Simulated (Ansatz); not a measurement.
Cu3Au (Cu3Au type, Pm-3m), a = b = c = 3.781 Å, α = β = γ = 90.00°.

Relaxed with PBE.

Which orbitals make up the states near the Fermi level in plane-wave PAW PBE (Ansatz code)?

Within 0.5 eV of the Fermi level: Cu 4s 29 %, Cu 3d 27 %, Au 6s 12 %, Au 5d 8 %, outside the projected shells 24 %. Projections are on Löwdin-orthogonalised atomic valence shells; empty p or d shells of many metals are not among them.

Tabulate the density of states.

States/eV per cell of 4 atoms, in 0.25 eV bins, energy from the Fermi level.

| E (eV) | total | Cu 3d | Au 5d | Cu 4s |
|---|---|---|---|---|
| -7.85 | 0.51 | 0.01 | 0.02 | 0.31 |
| -7.60 | 0.61 | 0.02 | 0.03 | 0.35 |
| -7.35 | 0.77 | 0.03 | 0.07 | 0.40 |
| -7.10 | 0.78 | 0.04 | 0.09 | 0.38 |
| -6.85 | 0.79 | 0.06 | 0.12 | 0.36 |
| -6.60 | 0.87 | 0.08 | 0.21 | 0.35 |
| -6.35 | 2.16 | 0.24 | 1.12 | 0.65 |
| -6.10 | 4.35 | 0.71 | 2.26 | 1.14 |
| -5.85 | 6.33 | 1.15 | 3.95 | 0.89 |
| -5.60 | 3.43 | 0.68 | 2.44 | 0.27 |
| -5.35 | 7.08 | 1.66 | 5.05 | 0.16 |
| -5.10 | 10.97 | 2.16 | 8.09 | 0.17 |
| -4.85 | 3.43 | 0.60 | 2.42 | 0.21 |
| -4.60 | 2.27 | 0.48 | 1.50 | 0.20 |
| -4.35 | 2.91 | 1.23 | 1.40 | 0.17 |
| -4.10 | 5.43 | 3.25 | 1.20 | 0.52 |
| -3.85 | 0.97 | 0.39 | 0.37 | 0.17 |
| -3.60 | 2.67 | 1.87 | 0.45 | 0.27 |
| -3.35 | 10.69 | 9.40 | 0.68 | 0.40 |
| -3.10 | 12.43 | 11.02 | 0.75 | 0.37 |
| -2.85 | 15.29 | 13.98 | 0.76 | 0.28 |
| -2.60 | 13.12 | 11.83 | 0.79 | 0.23 |
| -2.35 | 11.38 | 10.37 | 0.70 | 0.15 |
| -2.10 | 14.60 | 13.54 | 0.76 | 0.16 |
| -1.85 | 14.19 | 12.85 | 1.10 | 0.13 |
| -1.60 | 17.05 | 15.09 | 1.67 | 0.18 |
| -1.35 | 2.56 | 1.82 | 0.35 | 0.24 |
| -1.10 | 1.59 | 0.93 | 0.13 | 0.32 |
| -0.85 | 1.53 | 0.76 | 0.11 | 0.41 |
| -0.60 | 1.56 | 0.68 | 0.09 | 0.50 |
| -0.35 | 0.98 | 0.33 | 0.07 | 0.31 |
| -0.10 | 1.03 | 0.29 | 0.08 | 0.29 |
| 0.15 | 1.14 | 0.27 | 0.10 | 0.31 |
| 0.40 | 1.17 | 0.24 | 0.10 | 0.34 |
| 0.65 | 1.17 | 0.21 | 0.09 | 0.35 |
| 0.90 | 1.15 | 0.18 | 0.07 | 0.35 |
| 1.15 | 1.11 | 0.15 | 0.06 | 0.34 |
| 1.40 | 1.09 | 0.12 | 0.05 | 0.31 |
| 1.65 | 1.04 | 0.10 | 0.04 | 0.29 |
| 1.90 | 0.99 | 0.09 | 0.04 | 0.27 |
| 2.15 | 0.93 | 0.07 | 0.03 | 0.24 |
| 2.40 | 0.89 | 0.06 | 0.03 | 0.22 |
| 2.65 | 0.87 | 0.06 | 0.02 | 0.20 |
| 2.90 | 0.85 | 0.05 | 0.02 | 0.18 |
| 3.15 | 0.84 | 0.05 | 0.02 | 0.18 |
| 3.40 | 0.88 | 0.05 | 0.02 | 0.20 |
| 3.65 | 0.91 | 0.05 | 0.02 | 0.23 |
| 3.90 | 0.95 | 0.05 | 0.02 | 0.28 |
| 4.15 | 1.21 | 0.05 | 0.04 | 0.49 |
| 4.40 | 1.19 | 0.05 | 0.04 | 0.49 |
| 4.65 | 1.16 | 0.04 | 0.03 | 0.45 |

The PBE relaxation kept the symmetry of its start; of distortions, only those at the zone centre were tested. The run is not spin-polarised. Scalar-relativistic: spin–orbit coupling is off unless named, which matters more the heavier the elements.

Potentials: the later of the program's two PAW sets.
